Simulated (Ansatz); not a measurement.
Input:

Tl (hcp, Mg type)

```
Tl
1.0
    3.51996     0.00000     0.00000
   -1.75998     3.04838     0.00000
    0.00000     0.00000     5.60163
Tl
2
Cartesian
  0.00000   2.03225   4.20122
  1.75998   1.01613   1.40041
```

Equation-of-state scan: isotropic scaling of the cell above, V₀ being its volume. Symmetry pins the atoms to their sites.

Calculation: r2SCAN (plane waves to 500 eV, PAW, scalar-relativistic; Ansatz, a quantum-chemistry and plane-wave program). k mesh 15×15×9 (Γ-centred), Fermi-Dirac smearing 0.05 eV. The energy includes the smearing's −TS. Stress and pressure are positive under compression. With the shape held, the modulus is that of even scaling; a crystal free to change shape is softer. Spin-orbit coupling is left out, though Tl is heavy. Tl was relaxed with its symmetry unable to fall. The zero of ΔE is the relaxed starting cell.

The scan covers V/V₀ from 0.840 to 1.160 in 13 points.

Task: What is ΔE at V/V₀ = 1.160?

Result: 56 meV/atom.

Task: What pressure does the cell carry at V/V₀ = 0.840?

Result: 8.9 GPa.

Task: What is ΔE at V/V₀ = 0.840?

Result: 111 meV/atom.

(A scan under strain: stresses follow from slopes of the energy per volume, elastic moduli from its curvatures.)
